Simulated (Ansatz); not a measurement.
## Computed properties of YZn

YZn:
```xyz
2
Lattice="3.5645 0.0000 0.0000 0.0000 3.5645 0.0000 0.0000 0.0000 3.5645" Properties=species:S:1:pos:R:3 pbc="T T T"
Zn     1.7822     1.7822     1.7822
Y      0.0000     0.0000     0.0000
```

Space group Pm-3m (No. 221), CsCl type; conventional cell a = b = c = 3.564 Å, α = β = γ = 90.00°.

Method: the program Ansatz at the r²SCAN level (PAW). Structure relaxed to zero pressure with the same functional. Other levels are named where they apply.

Cell and energy:

| Item | Result |
|---|---|
| Volume per atom | 22.64 Å³ |
| Density | 5.66 g/cm³ |
| Formation energy from the elements (no fitted shifts) | -0.41 eV/atom |

Electronic structure:

| Quantity | Result |
|---|---|
| Electronic character | metallic (no gap) |
| Density of states at the Fermi level | 0.91 states/eV per atom (mean over ±0.08 eV) |
| Gap with spin–orbit coupling | none (metallic) |

Mechanics:

| Quantity | Value |
|---|---|
| Bulk modulus (Birch–Murnaghan fit) | 65.5 GPa |
| Pressure derivative B′ | 4.0 |

Charges:

| Item | Value |
|---|---|
| Bader charges | Zn -1.49, Y +1.49 e |

The workflow started from an entry of the Crystallography Open Database (COD). Whether it is the stable phase at ambient conditions was not checked. The cell was relaxed with r²SCAN under the symmetry of its start; whether a distortion lowers the energy is not shown. No spin polarisation was allowed. The references are the lowest solids computed at this level, not always the standard phases. Scalar-relativistic: spin–orbit coupling is off unless named, which matters more the heavier the elements.

Potentials: the later of the program's two PAW sets.
